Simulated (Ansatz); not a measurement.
# Is this VMo3S8 structure stable?

The structure comes from a generated guess, relaxed at this level; another structure or a mixture of phases may lie lower.

All numbers below come from DFT PBE, scalar-relativistic, plane waves, PAW in Ansatz. Plane waves to 420 eV, a 6×6×6 mesh through Γ for the 12-atom cell and 0.10 eV Gaussian smearing; no spin polarisation.

```cif
data_structure
_symmetry_space_group_name_H-M 'R-3m:H'
_symmetry_Int_Tables_number 166
_cell_length_a 6.3764
_cell_length_b 6.3764
_cell_length_c 22.4914
_cell_angle_alpha 90.000
_cell_angle_beta 90.000
_cell_angle_gamma 120.000
_cell_volume 791.96
loop_
_atom_site_label
_atom_site_type_symbol
_atom_site_symmetry_multiplicity
_atom_site_Wyckoff_symbol
_atom_site_fract_x
_atom_site_fract_y
_atom_site_fract_z
_atom_site_occupancy
V1 V 3 b 0.66667 0.33333 0.83333 1
Mo1 Mo 9 d 0.66667 0.83333 0.83333 1
S1 S 18 h 0.82922 0.17078 0.76463 1
S2 S 6 c 0.33333 0.66667 0.76307 1
```

Formation energies are uncorrected and refer to the elements' standard structures at the same level.

Question: These tests were run: energy against the elements; phonons at Γ. What do they show?

Answer:

```csv
test,result
energy against the elements,−0.69 eV/atom
phonons at Γ,imaginary modes down to 193i cm⁻¹
```

It fails one test: phonons at Γ. So it isn't even a local minimum.

Weakly bound directions are ill-defined at this level, which has no dispersion term. An odd number of electrons in the primitive cell allows no gap without spin; a larger cell or a magnetic state could open one. No Hubbard U is applied to the 3d shell of V. The reference form of S is held partly by dispersion forces, which this level lacks. Trial moments died out on the coarse mesh, so the last step has no spin; another magnetic start might hold. The run for the phonons used a 6×6×6 k mesh and Fermi–Dirac smearing of 0.15 eV.
